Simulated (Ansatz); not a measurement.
The start is a generated cell, InP placed in the zincblende structure type. A full variable-cell relaxation at zero pressure is run with PBEsol (plane waves to 420 eV, PAW, scalar-relativistic; Ansatz, an electronic-structure program). First-step values are on the input's coarse k-mesh.

Ansatz input (later rounds restart from its end on a renewed k-mesh):
Ansatz 0.2 input:
```yaml
crystal:
  lattice:
    - [0, 2.91591, 2.91591]
    - [2.91591, 0, 2.91591]
    - [2.91591, 2.91591, 0]
  atoms:
    - { symbol: P, position: [0.75, 0.75, 0.75] }
    - { symbol: In, position: [0, 0, 0] }
basis: { ecutwfc: 420, ecutrho_ratio: 4, xc_grid: 2, fft_grid_basis: typed }
kpoints: { mp_grid: { grid: [7, 7, 7] } }
hamiltonian:
  xc: pbesol
  dispersion: none
  pseudopotentials: { azcp: { folder: ./paw }, kind: paw }
scf: { occupations: { method: fermi_dirac, width: 0.05 } }
relax: { f_tol: 0.01, max_steps: 100, cell: { stress_tol: 0.02 } }
output: { forces: true, stress: true }
```

- Outcome = The space group stays F-43m (No. 216) (the run could not lower it); the end is zinc blende type, with 2 atoms in the primitive cell
- Energy released = under 0.01 eV/atom
- Volume change = +2.4 %, from 24.79 to 25.40 Å³/atom
- Shortest distances (start → end) = The closest pairs of elements (up to four, under 3.6 Å), start → end: In–P 2.53 → 2.55 Å
- Optimiser moves = 2

It ends as:

```cif
data_In4P4
_chemical_formula_sum 'P4 In4'
_space_group_name_H-M_alt 'F-43m'
_space_group_IT_number 216
_space_group_name_Hall 'F -4 2 3'
_cell_length_a 5.87877
_cell_length_b 5.87877
_cell_length_c 5.87877
_cell_angle_alpha 90.000
_cell_angle_beta 90.000
_cell_angle_gamma 90.000
loop_
_atom_site_label
_atom_site_type_symbol
_atom_site_symmetry_multiplicity
_atom_site_Wyckoff_symbol
_atom_site_fract_x
_atom_site_fract_y
_atom_site_fract_z
_atom_site_occupancy
P1 P 4 c 0.25000 0.25000 0.25000 1
In1 In 4 a 0.00000 0.00000 0.00000 1
```
(The calculation used a cell of 2 atoms; values per cell refer to that cell.)

Final values are on a 10×10×10 k-mesh of the relaxed cell. No spin polarisation in the result.

The run could not lose the symmetry of its start; a randomly shaken copy of 2 atoms returns to this structure.

All atoms sit on sites fixed by symmetry, so only the cell could relax.
